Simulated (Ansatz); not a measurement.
Input and output for NbRu: DFT, LDA, all-electron LAPW, scalar-relativistic (Ansatz 0.2.0).

The cell comes from a relaxation on PAW files under the same functional, begun from a database entry that needn't be the ground state.

Command: `ansatz run input.yaml --threads 1 --pin off --max-ram 2048MiB --backend cpu --events-out ev --progress --plain --runs-dir out` It took 2.3 min on 1 thread of Arm Neoverse V1, with other jobs on the host, peak memory 0.96 GiB.

```yaml
crystal:
  lattice:
    - [3.0044829631, 0.0, 0.0]
    - [0.0, 3.0044829631, 0.0]
    - [0.0, 0.0, 3.3648821971]
  atoms:
    - { symbol: Nb, position: [0.0, 0.0, 0.0] }
    - { symbol: Ru, position: [0.5, 0.5, 0.5] }
kpoints:
  mp_grid: { grid: [14, 14, 12] }
  band_path:
    path:
      - [0.0, 0.0, 0.0]
      - [0.0, 0.5, 0.0]
      - [0.5, 0.5, 0.0]
      - [0.0, 0.0, 0.0]
      - [0.0, 0.0, 0.5]
      - [0.0, 0.5, 0.5]
      - [0.5, 0.5, 0.5]
      - [0.0, 0.0, 0.5]
      - [0.0, 0.5, 0.0]
    npoints: 14
scf:
  occupations: { method: fermi_dirac, width: 0.05 }
hamiltonian:
  xc: lda
  pseudopotentials: { kind: all_electron, lapw: { basis_error: 0.0005 } }
output:
  forces: true
  stress: true
  eigenvalues: true
  populations: true
```

Output:

```
Nb: projections on atomic orbitals take those of the free atom 1s2 2s2 2p6 3s2 3p6 3d10 4s2 4p6 4d4 5s1, of charge +0.00 (hamiltonian.pseudopotentials.projection_atoms)
Ru: projections on atomic orbitals take those of the free atom 1s2 2s2 2p6 3s2 3p6 3d10 4s2 4p6 4d7 5s1, of charge +0.00 (hamiltonian.pseudopotentials.projection_atoms)
LAPW: plane waves up to 8.493 Å⁻¹, error target 5.0e-4 eV per atom; small_component_spin mean_spin; Nb in spheres of 1.328 Å, 31 of its electrons in bands, Dirac shells []; Ru in spheres of 1.382 Å, 26 of its electrons in bands, Dirac shells [] (how accurate: hamiltonian.pseudopotentials.lapw.basis_error, Limitations)
Engine: ansatz 0.2.0
Pseudopotentials: kind: all_electron
Pseudopotential: Nb, LAPW, valence charge 31, lapw/all_electron/scalar/gaussian/Nb, Koelling and Harmon's equation, gaussian nucleus
Pseudopotential: Ru, LAPW, valence charge 26, lapw/all_electron/scalar/gaussian/Ru, Koelling and Harmon's equation, gaussian nucleus
Functional definition: SPW92
  exchange = slater_x
  correlation = pw_c
Crystal: 2 atoms, lattice volume = 30.375 Å³
Basis set: ecut = 274.7991781083904 eV, 305 PW (Γ), exchange–correlation at level 2
Bands: 35, of which v1, the nominal top of the filled ones, is band 29 counted from 1 (28 counted from 0)
Symmetry: 16 space group operations
Space group: P4/mmm (ITA 123), of the structure as read, at distance tolerance 3.1e-5 Å
k-points: 252 of 2352
Non-local potential: Nb, projectors of the file, none
Non-local potential: Ru, projectors of the file, none
Initial density: superposition of atomic densities (chi_scale 0.1, normalization cell, long waves kept (reshape's long-wave potential 0.00 eV rms))
Initial wavefunctions: plane waves of lowest kinetic energy (no species holds an atomic orbital)
Functional: x = slater, c = lda
iter 1 solved again at ethr=1.55e-3 eV; its pass at ethr=1.00e-1 eV (dr2=8.85e-1 eV) is discarded
SCF iter   1: F=—  HF=-227012.608748 eV  |F-HF|=—  |Δ(HF+E_count)|=         —  Δρ=5.40e-2  dr2=8.86e-1  ethr=1.55e-3  ⟨swp⟩=2.1  Hψ=54339  notcnv=0
preconditioner: auto → Kerker (q_TF=auto, 3.030 Å⁻¹)  [metal: Δε(μ)=0.014 eV  Ē_g=7.855 eV  σ=0.050 eV  W_gap=0.07  n_scr=18 (ndim 8)  ℏωp=24.3 eV  f_vac=0.000  D(μ)=1.59/eV (n_scr^D=18)]
SCF iter   2: F=—  HF=-227011.623797 eV  |F-HF|=—  |Δ(HF+E_count)|=   9.85e-1  Δρ=3.89e-2  dr2=8.34e-1  ethr=1.55e-3  ⟨swp⟩=2.1  Hψ=26452  notcnv=0  defer=2
SCF iter   3: F=—  HF=-227011.683192 eV  |F-HF|=—  |Δ(HF+E_count)|=   5.94e-2  Δρ=3.37e-2  dr2=4.77e-1  ethr=1.46e-3  ⟨swp⟩=2.0  Hψ=24009  notcnv=0
SCF iter   4: F=—  HF=-227011.452973 eV  |F-HF|=—  |Δ(HF+E_count)|=   2.30e-1  Δρ=1.66e-2  dr2=1.47e-1  ethr=8.36e-4  ⟨swp⟩=2.0  Hψ=25523  notcnv=0
iter 5 solved again at ethr=7.41e-6 eV; its pass at ethr=2.58e-4 eV (dr2=4.22e-3 eV) is discarded
SCF iter   5: F=—  HF=-227011.435484 eV  |F-HF|=—  |Δ(HF+E_count)|=         —  Δρ=4.05e-3  dr2=4.22e-3  ethr=7.41e-6  ⟨swp⟩=2.0  Hψ=42385  notcnv=0
the basis was enlarged: its passes take 410.0 KiB over the memory plan, 1 of 1 planned eigensolver slots
SCF iter   6: F=—  HF=-227011.435288 eV  |F-HF|=—  |Δ(HF+E_count)|=   1.96e-4  Δρ=1.25e-3  dr2=5.09e-4  ethr=7.40e-6  ⟨swp⟩=2.0  Hψ=25970  notcnv=0
SCF iter   7: F=—  HF=-227011.435297 eV  |F-HF|=—  |Δ(HF+E_count)|=   9.27e-6  Δρ=8.25e-4  dr2=3.98e-4  ethr=8.93e-7  ⟨swp⟩=2.0  Hψ=25970  notcnv=0
SCF iter   8: F=—  HF=-227011.435244 eV  |F-HF|=—  |Δ(HF+E_count)|=   5.31e-5  Δρ=3.74e-4  dr2=8.43e-5  ethr=6.99e-7  ⟨swp⟩=2.0  Hψ=25973  notcnv=0
SCF iter   9: F=—  HF=-227011.435226 eV  |F-HF|=—  |Δ(HF+E_count)|=   1.83e-5  Δρ=4.18e-5  dr2=7.88e-7  ethr=1.48e-7  ⟨swp⟩=2.0  Hψ=25972  notcnv=0
SCF iter  10: F=—  HF=-227011.435226 eV  |F-HF|=—  |Δ(HF+E_count)|=   4.49e-8  Δρ=2.48e-5  dr2=3.53e-7  ethr=1.38e-9  ⟨swp⟩=2.0  Hψ=25971  notcnv=0
SCF iter  11: F=-227011.435226 eV  HF=-227011.435226 eV  |F-HF|=1.23e-8  |Δ(HF+E_count)|=   5.45e-8  Δρ=4.19e-6  dr2=6.17e-9  ethr=6.19e-10  ⟨swp⟩=2.0  Hψ=25971  notcnv=0
SCF 1 converged in 11 iterations: F = -227011.435226 eV  dr2 = 6.17e-9
NSCF: frozen V_eff on 113 k-points
SCF converged after 11 iterations
Free energy (F): -227011.435226 eV
Harris-Foulkes:  -227011.435226 eV  (|F-HF|=1.23e-8)
Internal energy: -227011.416344 eV  (E = F + TS)
E sigma→0 (E₀):  -227011.425785 eV
Entropy (-TS):   -0.018881 eV (-9.441 meV/atom)
Fermi energy:    23.734875 eV
--- Per-component energies (eV) ---
  E_band       = -6943.675312
  E_kinetic    = 235446.790491
  E_xc         = -6649.605230
  E_electrostatic = -455808.601605  (all electrons and nuclei)
  E_smearing   = -0.018881  (= −TS)
  E_closure    = 0.000000  (closes the sum)
  E_atoms      = -226989.113989  (free atoms, spherical and without spin; not in F)
  Σ components = -227011.435226   (vs F -227011.435226, Δ=0.00e0)
  Basis errors (estimates in eV, not in F): energy 1.2e-4 per atom: plane waves 9.8e-5 (5.1e-5 summed), levels above the bands 1.3e-89, relativity 5.6e-9, radial functions 2.0e-5, core shells 4.0e-7; eigenvalues (radial functions only) 1.9e-6; not estimated: angular momenta, meshes, grids; target (lapw.basis_error) 5.0e-4; muffin-tin radii Nb 1.328 Å, Ru 1.382 Å
--- Forces (eV/Å), atoms counted from 1 ---
  atom   1  Nb     0.00000000     0.00000000     0.00000000
  atom   2  Ru    -0.00000000     0.00000000     0.00000000
  max |Σ_I F_I| component: 9.86e-31 eV/Å
--- Stress (GPa, compression-positive) ---
        0.065978       0.000000       0.000000
        0.000000       0.065978       0.000000
        0.000000       0.000000       0.036186
  P = ⅓ Tr σ = 0.0560 GPa (0.560 kbar)
--- Band table (eV; the first three rows and the last of 252) ---
  k-point 0: bands = ["-410.5985", "-319.2168", "-319.2168", "-319.2153", "-246.0282", "-246.0180", "-245.9938", "-245.9938", "-245.9695", "-169.4796", "-169.4753", "-169.4710", "-169.4646", "-169.4646", "-48.9413", "-31.4097", "-19.0299", "-18.9464", "-18.9464", "-7.4275", "-7.2366", "-7.2366", "16.2085", "17.7854", "18.0248", "21.3584", "21.3584", "22.3344", "24.0068", "25.4365", "27.5694", "27.7818", "27.7818", "30.7712", "33.7136"]
  k-point 1: bands = ["-410.5985", "-319.2168", "-319.2168", "-319.2153", "-246.0282", "-246.0180", "-245.9938", "-245.9938", "-245.9695", "-169.4796", "-169.4753", "-169.4710", "-169.4646", "-169.4646", "-48.9411", "-31.4094", "-19.0316", "-18.9457", "-18.9457", "-7.4462", "-7.2375", "-7.2375", "16.3441", "17.8872", "18.0903", "21.3849", "21.3849", "22.3729", "23.8470", "25.4200", "27.4575", "27.4575", "27.4896", "30.4013", "34.1833"]
  k-point 2: bands = ["-410.5985", "-319.2168", "-319.2168", "-319.2153", "-246.0282", "-246.0180", "-245.9938", "-245.9938", "-245.9695", "-169.4796", "-169.4753", "-169.4710", "-169.4646", "-169.4646", "-48.9404", "-31.4084", "-19.0364", "-18.9438", "-18.9438", "-7.4970", "-7.2399", "-7.2399", "16.7370", "18.1753", "18.2848", "21.4663", "21.4663", "22.4834", "23.4067", "25.3495", "26.7102", "26.7102", "27.2682", "29.4842", "35.3622"]
  k-point 251: bands = ["-410.5985", "-319.2168", "-319.2168", "-319.2153", "-246.0282", "-246.0180", "-245.9938", "-245.9938", "-245.9695", "-169.4796", "-169.4753", "-169.4710", "-169.4646", "-169.4646", "-48.9081", "-31.2743", "-19.1093", "-19.1093", "-19.0374", "-7.8024", "-7.8024", "-7.5625", "20.0732", "20.4430", "20.5794", "20.5794", "21.1571", "21.1571", "23.4842", "24.2622", "26.9456", "28.1597", "31.6050", "34.1723", "34.1723"]
--- Löwdin populations: 2 sites ---
  site symbol       q [e]
     0     Nb     40.8860
     1     Ru     43.9750
  spilling = 0.001635 (of n_electrons = 85.000000)
```

populations.tsv:

```
# site	symbol	l	j	q
# orbitals = lowdin
# n_electrons = 85.000000
# spilling = 0.001635
# projection_atom_Nb: 1s2 2s2 2p6 3s2 3p6 3d10 4s2 4p6 4d4 5s1
# projection_atom_Ru: 1s2 2s2 2p6 3s2 3p6 3d10 4s2 4p6 4d7 5s1
0	Nb	0_1S	-	1.999994
0	Nb	0_2S	-	1.999808
0	Nb	0_3S	-	1.996494
0	Nb	0_4S	-	1.937688
0	Nb	0_5S	-	0.758594
0	Nb	1_2P	-	5.999997
0	Nb	1_3P	-	5.999906
0	Nb	1_4P	-	5.986316
0	Nb	2_3D	-	9.999956
0	Nb	2_4D	-	4.207265
1	Ru	0_1S	-	1.999994
1	Ru	0_2S	-	1.999779
1	Ru	0_3S	-	1.996262
1	Ru	0_4S	-	1.943132
1	Ru	0_5S	-	0.753076
1	Ru	1_2P	-	5.999998
1	Ru	1_3P	-	5.999879
1	Ru	1_4P	-	5.984594
1	Ru	2_3D	-	9.999969
1	Ru	2_4D	-	7.298348
```
